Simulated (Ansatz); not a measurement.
Every step of a relaxation of Rb (hP4 type)

DFT, LDA, PAW with Ansatz's default frozen-core files, scalar-relativistic (Ansatz 0.2.0); a Γ-centred 8×8×5 k mesh, Fermi–Dirac smearing of 0.1 eV, no spin polarisation. The run relaxes cell and atoms at a target pressure of 11 GPa.

Command: `ansatz run input.yaml --threads 1 --pin off --max-ram 3584MiB --backend cpu --events-out ev --progress --plain --runs-dir out` It took 46 s on 1 thread of Arm Neoverse V2 (shared host), peak memory 0.35 GiB.

PAW: frozen-core files, cutoff 420 eV; forces are relaxed below 0.005 eV/Å.

Each step lists its enthalpy F + pV a cell above the last geometry, the pressure, the cell vectors (Å), and Cartesian positions (Å) with forces (eV/Å).

The first step:

```
step 1  dH = 42.91 meV  P = 9.47 GPa
  cell 4.7534 0.0000 0.0000  -2.3767 4.1166 0.0000  0.0000 0.0000 6.7498
  Rb 0.0000 0.0000 0.0000   0.0000 0.0000 0.0000
  Rb 0.0000 0.0000 3.3749   0.0000 0.0000 0.0000
  Rb 0.0000 2.7444 1.6875   0.0000 0.0000 0.0000
  Rb 2.3767 1.3722 5.0624   0.0000 0.0000 0.0000
```

The PAW files were made under PBE.

The symmetry of the start is kept and no stability test is made, so the end need not be the stable phase.

Where does the relaxation end, and by which steps?

After 9 geometries, with conventional a, b, c = 4.527, 4.527, 6.980 Å, at 30.970 Å³/atom (-6.21 % against the start) in space group P6_3/mmc, with a shortest distance of 3.143 Å. The further steps:
```
step 2  dH = 5.02 meV  P = 10.58 GPa
  cell 4.6698 0.0000 0.0000  -2.3349 4.0441 0.0000  0.0000 0.0000 6.6775
  Rb 0.0000 0.0000 0.0000   0.0000 0.0000 0.0000
  Rb 0.0000 0.0000 3.3388   0.0000 0.0000 0.0000
  Rb 0.0000 2.6961 1.6694   0.0000 0.0000 0.0000
  Rb 2.3349 1.3480 5.0082   0.0000 0.0000 0.0000
step 3  dH = 1.75 meV  P = 11.04 GPa
  cell 4.6326 0.0000 0.0000  -2.3163 4.0120 0.0000  0.0000 0.0000 6.6686
  Rb 0.0000 0.0000 0.0000   0.0000 0.0000 0.0000
  Rb 0.0000 0.0000 3.3343   0.0000 0.0000 0.0000
  Rb 0.0000 2.6746 1.6672   0.0000 0.0000 0.0000
  Rb 2.3163 1.3373 5.0015   0.0000 0.0000 0.0000
step 4  dH = 1.39 meV  P = 11.03 GPa
  cell 4.6260 0.0000 0.0000  -2.3130 4.0063 0.0000  0.0000 0.0000 6.6894
  Rb 0.0000 0.0000 0.0000   0.0000 0.0000 0.0000
  Rb 0.0000 0.0000 3.3447   0.0000 0.0000 0.0000
  Rb 0.0000 2.6708 1.6723   0.0000 0.0000 0.0000
  Rb 2.3130 1.3354 5.0170   0.0000 0.0000 0.0000
step 5  dH = 0.33 meV  P = 11.00 GPa
  cell 4.5905 0.0000 0.0000  -2.2952 3.9755 0.0000  0.0000 0.0000 6.7972
  Rb 0.0000 0.0000 0.0000   0.0000 0.0000 0.0000
  Rb 0.0000 0.0000 3.3986   0.0000 0.0000 0.0000
  Rb 0.0000 2.6503 1.6993   0.0000 0.0000 0.0000
  Rb 2.2952 1.3252 5.0979   0.0000 0.0000 0.0000
step 6  dH = 0.20 meV  P = 11.00 GPa
  cell 4.5791 0.0000 0.0000  -2.2895 3.9656 0.0000  0.0000 0.0000 6.8312
  Rb 0.0000 0.0000 0.0000   0.0000 0.0000 0.0000
  Rb 0.0000 0.0000 3.4156   0.0000 0.0000 0.0000
  Rb 0.0000 2.6437 1.7078   0.0000 0.0000 0.0000
  Rb 2.2895 1.3219 5.1234   0.0000 0.0000 0.0000
step 7  dH = 0.13 meV  P = 11.00 GPa
  cell 4.5638 0.0000 0.0000  -2.2819 3.9523 0.0000  0.0000 0.0000 6.8747
  Rb 0.0000 0.0000 0.0000   0.0000 0.0000 0.0000
  Rb 0.0000 0.0000 3.4374   0.0000 0.0000 0.0000
  Rb 0.0000 2.6349 1.7187   0.0000 0.0000 0.0000
  Rb 2.2819 1.3174 5.1560   0.0000 0.0000 0.0000
step 8  dH = 0.10 meV  P = 11.00 GPa
  cell 4.5526 0.0000 0.0000  -2.2763 3.9426 0.0000  0.0000 0.0000 6.9067
  Rb 0.0000 0.0000 0.0000   0.0000 0.0000 0.0000
  Rb 0.0000 0.0000 3.4534   0.0000 0.0000 0.0000
  Rb 0.0000 2.6284 1.7267   0.0000 0.0000 0.0000
  Rb 2.2763 1.3142 5.1800   0.0000 0.0000 0.0000
step 9  dH = 0.00 meV  P = 11.00 GPa
  cell 4.5269 0.0000 0.0000  -2.2635 3.9204 0.0000  0.0000 0.0000 6.9800
  Rb 0.0000 0.0000 0.0000   0.0000 0.0000 0.0000
  Rb 0.0000 0.0000 3.4900   0.0000 0.0000 0.0000
  Rb 0.0000 2.6136 1.7450   0.0000 0.0000 0.0000
  Rb 2.2635 1.3068 5.2350   0.0000 0.0000 0.0000
step 10  dH = 0.09 meV  P = 11.00 GPa  (same geometry on a basis chosen anew; earlier energies don't compare to the last digit)
  cell 4.5269 0.0000 0.0000  -2.2635 3.9204 0.0000  0.0000 0.0000 6.9800
  Rb 0.0000 0.0000 0.0000   0.0000 0.0000 0.0000
  Rb 0.0000 0.0000 3.4900   0.0000 0.0000 0.0000
  Rb 0.0000 2.6136 1.7450   0.0000 0.0000 0.0000
  Rb 2.2635 1.3068 5.2350   0.0000 0.0000 0.0000
```
